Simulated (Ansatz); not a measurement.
Cold compression of Rb (hcp type)

```yaml
crystal:
  lattice:
    - [4.78683, 0.00000, 0.00000]
    - [-2.39342, 4.14552, 0.00000]
    - [0.00000, 0.00000, 7.86829]
  atoms:
    - { symbol: Rb, position: [0.33333, 0.66667, 0.25000] }
    - { symbol: Rb, position: [0.66667, 0.33333, 0.75000] }
```

The cell comes from a relaxation on PAW files under the same functional, begun from a prototype that needn't be the stable phase.

Its volume is scaled, and at each volume shape and atoms are relaxed on PAW files; all methods then take that cell.

All numbers are LDA results (scalar-relativistic) from Ansatz 0.2.0, with a Γ-centred 9×9×5 k mesh, Fermi–Dirac smearing of 0.1 eV, no spin polarisation. Methods: LAPW: all electrons, basis error target 1 meV/atom; PAW: frozen-core files, cutoff 420 eV; crystal datasets: all electrons, by PAW datasets that the program makes for each cell; norm-conserving: pseudopotentials, cutoff 571 eV; PAW (core large): files with a larger core, cutoff 420 eV.

Energies are extrapolated to zero smearing and count from the unscaled cell; pressure is positive in compression; gaps take the mesh and a band path. No temperature or zero-point motion is included.

The PAW files were made under PBE.

| V/V0 | V (Å³/atom) | P LAPW (GPa) | ΔE LAPW (eV/atom) | P PAW − LAPW (GPa) | ΔE PAW − LAPW (meV/atom) | space group | shortest distance (Å) |
| --- | --- | --- | --- | --- | --- | --- | --- |
| 1.00 | 78.07 | -0.01 | 0.000 | 0.00 | 0.0 | P6_3/mmc | 4.787 |
| 0.90 | 70.26 | ? | 0.009 | 0.00 | 0.0 | P6_3/mmc | 4.622 |
| 0.80 | 62.45 | 1.16 | 0.047 | 0.00 | 0.0 | P6_3/mmc | 4.444 |
| 0.70 | 54.65 | 2.34 | 0.130 | 0.00 | 0.1 | P6_3/mmc | 4.250 |
| 0.60 | 46.84 | 4.30 | 0.289 | 0.00 | 0.1 | P6_3/mmc | 4.037 |
| 0.50 | 39.03 | 7.64 | 0.574 | 0.00 | 0.1 | P6_3/mmc | 3.799 |
| 0.40 | 31.23 | 12.78 | 1.072 | 0.00 | 0.3 | P6_3/mmc | 3.527 |

**Question.** Fill in "P LAPW (GPa)" for the row "0.90".

**Answer.** 0.44.

**Question.** Fit the Vinet equation to the LAPW pressures over the whole range, with residuals weighted by 1/(|P| + 0.03·Pmax).

**Answer.** V0 = 77.86 Å³/atom, B0 = 3.79 GPa and B0′ = 3.24, and the fit misses no point by more than 0.45 GPa. A fit over so wide a range pins B0 less well than one near rest.

**Question.** From the table, what is the rise of the enthalpy H = E + pV up to the last row, and how stiff is the crystal between the last two rows?

**Answer.** ΔH = 1.072 eV + (12.78 GPa × 31.23 Å³ + 0.01 GPa × 78.07 Å³) × 0.006242 eV/(GPa·Å³) = 3.57 eV/atom, of which pV makes 70 %. The mean bulk modulus there is −ΔP/Δln V = 23.1 GPa.

**Question.** At the smallest volume, how far do crystal datasets and norm-conserving and PAW (core large) lie from LAPW in pressure?

**Answer.** crystal datasets: 0.00 GPa; norm-conserving: +0.03 GPa; PAW (core large): 0.00 GPa, on a LAPW pressure of 12.78 GPa.
